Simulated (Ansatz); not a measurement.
**FePt: one input, then a changed one**

The geometry is COD entry 1540807, unchecked; take it as a test cell.

First run: DFT, PBE, PAW with Ansatz's default frozen-core files, scalar-relativistic (Ansatz 0.2.0).

Command: `ansatz run input.yaml --threads 1 --pin off --max-ram 3072MiB --backend cpu --events-out ev --progress --plain --runs-dir out` The run took about 38 s on 1 thread of a shared machine.

```yaml
crystal:
  lattice:
    - [2.7216540008, 0.0, 0.0]
    - [0.0, 2.7216540008, 0.0]
    - [0.0, 0.0, 3.7]
  atoms:
    - { symbol: Fe, position: [0.5, 0.5, 0.5], spin: 3.0 }
    - { symbol: Pt, position: [0.0, 0.0, 0.0] }
magnetization:
  spin_polarized: true
kpoints:
  mp_grid: { grid: [12, 12, 9] }
  band_path:
    path:
      - [0.0, 0.0, 0.0]
      - [0.0, 0.5, 0.0]
      - [0.5, 0.5, 0.0]
      - [0.0, 0.0, 0.0]
      - [0.0, 0.0, 0.5]
      - [0.0, 0.5, 0.5]
      - [0.5, 0.5, 0.5]
      - [0.0, 0.0, 0.5]
      - [0.0, 0.5, 0.0]
    npoints: 8
scf:
  occupations: { method: fermi_dirac, width: 0.05 }
hamiltonian:
  xc: pbe
  pseudopotentials: { kind: paw }
output:
  forces: true
  stress: true
  eigenvalues: true
  efg: { contact_densities: true }
  populations: true
  bader: true
  dos: { projected: true, de: 0.2, e_range: [-14, 8] }
  write_density: true
  write_potential: true
  elf: true
  volumetric_format: npy
```

Result: converged; pressure 5.12 GPa; moment 3.29 μB; 11 SCF iterations.

Spin–orbit coupling is left out, though it moves levels of the heavy atoms by tenths of an eV or more.

A second input differs as follows:

```diff
@@ -25,4 +25,6 @@
 scf:
   occupations: { method: fermi_dirac, width: 0.05 }
+  mixing: { algorithm: anderson, beta: 0.001, ndim: 1 }
+  max_iter: 50
 hamiltonian:
   xc: pbe
@@ -34,9 +36,3 @@
   efg: { contact_densities: true }
   populations: true
-  bader: true
-  dos: { projected: true, de: 0.2, e_range: [-14, 8] }
-  write_density: true
-  write_potential: true
-  elf: true
-  volumetric_format: npy
```

Does the change harm the result?

Not here: the run converged; energy at zero smearing 0.0 meV/atom from the first run; pressure 5.12 GPa; moment 3.29 μB; 37 SCF iterations, so the odd setting did no harm in this case.
